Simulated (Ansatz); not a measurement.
A geometry of Nb away from equilibrium: step 3 of the relaxation of a relaxed Nb cell, doubled along one cell vector, shaken by Gaussian noise of σ = 0.08 Å a coordinate. Method: PBE (plane waves to 420 eV, PAW, scalar-relativistic; Ansatz, a program for electronic structure). Γ-centred k-mesh 14×7×14 on the run's cell (coarser than for final values), Fermi–Dirac smearing 0.05 eV.

```yaml
crystal:
  lattice:
    - [-1.67808, 1.66935, 1.69086]
    - [3.26095, -3.34521, 3.29302]
    - [1.67643, 1.67095, -1.69411]
  atoms:
    - { symbol: Nb, position: [0.02424, 0.01884, 0.06243] }
    - { symbol: Nb, position: [0.02717, 0.51865, 0.06022] }
```

Which atoms carry the largest force, and which way does it point?

0.03 eV/Å, on Nb1, Nb2 (atoms numbered as listed); on Nb1 its components are (-0.02, 0.01, 0.01).

What is the pressure?

-2.4 GPa, compression positive.

No spin polarisation in the result.

The run could not lose the symmetry of its start.
